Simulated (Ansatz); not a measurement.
InGa$_{2}$N$_{3}$ on a mismatched substrate

Theory: Ansatz, DFT PBEsol, scalar-relativistic, plane waves, PAW. (420 eV cutoff, 6×6×6 k-mesh, Gaussian smearing of 0.02 eV, no spin polarisation)

The relaxed crystal:

```
CELL_PARAMETERS angstrom
4.95301 -2.85687 0.00000
4.95301 2.85687 0.00000
0.00000 0.00000 5.33559
ATOMIC_POSITIONS crystal
In 0.32522 0.67478 0.98975
In 0.67478 0.32522 0.48975
Ga 0.00699 0.33388 0.99264
Ga 0.66612 0.99301 0.99264
Ga 0.99301 0.66612 0.49264
Ga 0.33388 0.00699 0.49264
N 0.02648 0.33364 0.35895
N 0.66636 0.97352 0.35895
N 0.97352 0.66636 0.85895
N 0.33364 0.02648 0.85895
N 0.30788 0.69212 0.39507
N 0.69212 0.30788 0.89507
```

The a-b plane is strained alike in both directions, as on a substrate, while c and the atoms relax within the symmetry that the strain leaves. Stress is positive in compression; energies are free energies at the smearing used, per atom.

| strain (%) | c (Å) | σ in plane (GPa) | ΔE (meV/atom) |
| --- | --- | --- | --- |
| -4.0 | 5.4657 | 16.44 | 48.84 |
| -2.0 | 5.4003 | 7.71 | 11.76 |
| +0.0 | 5.3356 | -0.01 | 0.00 |
| +2.0 | 5.2704 | -6.66 | 10.80 |
| +4.0 | 5.2033 | -12.23 | 41.11 |

Q: Get the biaxial modulus twice, from the stresses and from the energies of the innermost pair.

A: From stress: M = −Δσ/Δε = (7.71 − (-6.66)) / 0.040 = 359 GPa. Two in-plane directions each store σε/2, so the energy density is Mε²: M = (mean ΔE)/(V ε²) = 11.28 meV / (12.583 Å³ × 0.020²) × 0.16022 GPa Å³/meV = 359 GPa. The two agree.

Q: How well does Mε², with M from the stresses, predict the outermost points?

A: 45.2 meV predicted against 48.8 computed at -4.0 %; 45.2 meV predicted against 41.1 computed at +4.0 %. Compression costs more than stretching, the usual sign of bonds that stiffen as they shorten.

Q: How does c respond, and up to what thickness can a film with 1 % or 2 % misfit stay coherent on a thick substrate?

A: c answers with ε_c = −0.61 ε. In an isotropic solid that ratio is 2ν/(1 − ν), so ν = r/(2 + r) = 0.23. A film of thickness h stores Mε²h per area, 35.9 mJ/m² per nm at 1 %. The Matthews–Blakeslee balance for pure edge misfit dislocations, h = b/(8πf(1 + ν)) × (ln(h/b) + 1), with b taken as the in-plane vector a = 5.72 Å, solved by iteration, gives 6.3 nm at f = 1 % and 2.1 nm at 2 %. This is an isotropic estimate in which the moduli cancel; the real Burgers vector, glide system, anisotropy and slow kinetics can shift it by a factor of a few, mostly upward.

Cost: 5 runs of about 47 core-minutes in all, on Arm Neoverse N1 (shared hosts).